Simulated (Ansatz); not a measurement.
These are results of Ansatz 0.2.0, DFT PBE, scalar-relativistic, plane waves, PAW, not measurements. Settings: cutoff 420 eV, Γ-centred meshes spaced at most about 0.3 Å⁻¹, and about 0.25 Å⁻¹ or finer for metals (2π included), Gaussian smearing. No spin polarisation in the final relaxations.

All energies are static (0 K, no zero-point motion).

Two forms of CdSb₂O₂ were relaxed alike.

A.

```
Cd Sb O
1.0
     5.58709    0.00000    0.00000
    -2.79355    4.83856    0.00000
     0.00000    0.00000    4.09593
Cd Sb O
1 2 2
Direct
  0.00000 0.00000 0.50000
  0.33333 0.66667 0.50000
  0.66667 0.33333 0.50000
  0.33333 0.66667 0.00000
  0.66667 0.33333 0.00000
```

B.

```
Cd Sb O
1.0
     2.80900    1.62177    8.53514
    -2.80900    1.62177    8.53514
     0.00000   -3.24355    8.53514
Cd Sb O
1 2 2
Cartesian
  0.0000 0.0000 0.0000
  0.0000 0.0000 8.9374
  0.0000 0.0000 16.6680
  0.0000 0.0000 10.7810
  0.0000 0.0000 14.8244
```

Task: Which is lower in energy, and by how much?

Result: A is lower, by 270 meV/atom. A has space group P6/mmm (No. 191), 22.1 Å³/atom and no gap on its mesh; B has space group R-3m (No. 166), 46.7 Å³/atom and no gap. The shortest distance is 2.05 Å (Sb–O) in A and 1.84 Å (Sb–O) in B. In A, around Cd lie 6 Sb at 3.23 Å; Sb is surrounded by 2 O at 2.05 Å, 3 Cd at 3.23 Å and 3 Sb at 3.23 Å; O has 2 Sb at 2.05 Å. In B, around Cd lie 6 Sb at 3.27 Å and 6 O at 3.95 Å; Sb has 1 O at 1.84 Å and 3 Cd at 3.27 Å; O is surrounded by 1 Sb at 1.84 Å and 3 Cd at 3.95 Å. Both come from invented guesses. A third cell relaxed alike, in P4/mbm, lies 159 meV/atom below the lower of the two.

No dispersion correction is applied, so the spacing and binding between layers, chains or molecules are poorly described (R-3m), and this can change margins and order among such cells. Spin–orbit coupling, which can matter for Sb, is left out. Cells relaxed within their symmetry can be saddle points.
